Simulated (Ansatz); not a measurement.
# TiTe2: field gradients at two levels of theory

Cell: a measured structure from the Crystallography Open Database (COD), its atoms then relaxed with PBE in this cell.

```xyz
3
Lattice="3.7770 0.0000 0.0000 -1.8885 3.2710 0.0000 0.0000 0.0000 6.4980" Properties=species:S:1:pos:R:3 pbc="T T T"
Ti    0.0000    0.0000    0.0000
Te    1.8885    1.0903    1.7106
Te    0.0000    2.1807    4.7874
```

Atom numbers follow the list; atoms alike are taken as one site, whose name carries the number of the first.

First run. Computed with Ansatz: DFT, PBE, plane waves and PAW, scalar-relativistic, 420 eV cutoff, Γ-centred 10×10×5 k-points, Fermi–Dirac smearing 0.05 eV.

```
site  atom  V_zz (10²¹ V/m²)     η
  Ti     1             -2.89  0.00
  Te     2             -5.93  0.00
```

Second run. The same atoms and settings, except that the functional is r2SCAN and the cutoff is 500 eV.

(1) Given the first result, estimate the second.

Answers

(1) 

```json
{"site": "Ti", "atom": "1", "V_zz": "-2.71", "η": "0.00", "change of V_zz": "+0.18"}
{"site": "Te", "atom": "2", "V_zz": "-6.27", "η": "0.00", "change of V_zz": "-0.34"}
```

The largest change of V_zz is on Te, from -5.93 to -6.27. In per cent, |V_zz| changes by -6 on Ti, +6 on Te (all sites that start above 2).

With no gap above 0.1 eV, as in a metal, the gradients converge slowly in k; expect changes of a tenth or more on a denser mesh. Without spin–orbit coupling the gradients at and beside Te can be off by some per cent, at some sites by more.
